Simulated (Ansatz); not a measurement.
**Ir₂Ru₃: stable or not**

The structure comes from a generated guess, relaxed at this level; another structure or a mixture of phases may lie lower.

Theory: DFT PBE, scalar-relativistic, plane waves, PAW in Ansatz. Plane waves to 420 eV, an 18×18×2 mesh through Γ for the 10-atom cell and 0.10 eV Gaussian smearing; no spin polarisation.

```
Ru Ir
1.0
     2.73558    0.00000    0.00000
    -1.36779    2.36908    0.00000
     0.00000    0.00000   21.69182
Ru Ir
6 4
Direct
  0.33333 0.66667 0.04829
  0.33333 0.66667 0.25000
  0.33333 0.66667 0.45171
  0.66667 0.33333 0.54829
  0.66667 0.33333 0.75000
  0.66667 0.33333 0.95171
  0.33333 0.66667 0.64957
  0.33333 0.66667 0.85043
  0.66667 0.33333 0.14957
  0.66667 0.33333 0.35043
```

Energies over the elements count from the elements' standard structures at the same level, with no fitted energy shifts.

Q: These tests were run: energy against the elements; phonons at Γ. What do they show?

A:

```
                       test                       result
energy against the elements                −0.03 eV/atom
               phonons at Γ  lowest optical mode 46 cm⁻¹
```

It fails none of these tests. Other phases of the system weren't compared here, so this isn't yet thermodynamic stability. Phonons away from Γ weren't computed.

For metals, differences of a few meV/atom aren't resolved. Spin–orbit coupling, which can matter for Ir, is left out. The run for the phonons used an 18×18×2 k mesh and Fermi–Dirac smearing of 0.15 eV.
